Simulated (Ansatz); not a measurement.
RuPtN2 in space group R-3m (No. 166; Ru on 3b, Pt on 3a, N on 6c), plane-wave PAW PBE (Ansatz code), all energies at zero smearing, with the estimated change up to a 700 eV cutoff added, with one set of potentials and settings (totals compare only within such a set). Cell of 4 atoms (1 Ru, 1 Pt, 2 N): -19168.005 eV.

```
element                reference phase  E (eV/atom)
-------  -----------------------------  -----------
Ru       P6_3/mmc, 2 atoms in the cell   -5878.6876
Pt          Fm-3m, 1 atoms in the cell  -12523.0127
N            Pa-3, 8 atoms in the cell    -384.0325
```

Formation energy per atom, worked out: (-19168.005 − 1×(-5878.6876) − 1×(-12523.0127) − 2×(-384.0325))/4 = 0.440 eV/atom (42 kJ per mol of atoms), at 0 K, without zero-point energy or fitted corrections.

The start of the workflow was typed in or built on a structure type; neither database checked (COD, Materials Project) lists it. Its standing as an ambient phase is unchecked. The PBE relaxation kept the symmetry of its start; its stability against distortions is not shown here. The workflow began spin-polarised and lost its moments. Its formation energy is positive at this level, so the cell may be metastable or incomplete. The references are the lowest solids computed at this level, not always the standard phases (solids in place of the gases). Scalar-relativistic: spin–orbit coupling is off unless named, which matters more the heavier the elements.

Potentials: the later of the program's two PAW sets.
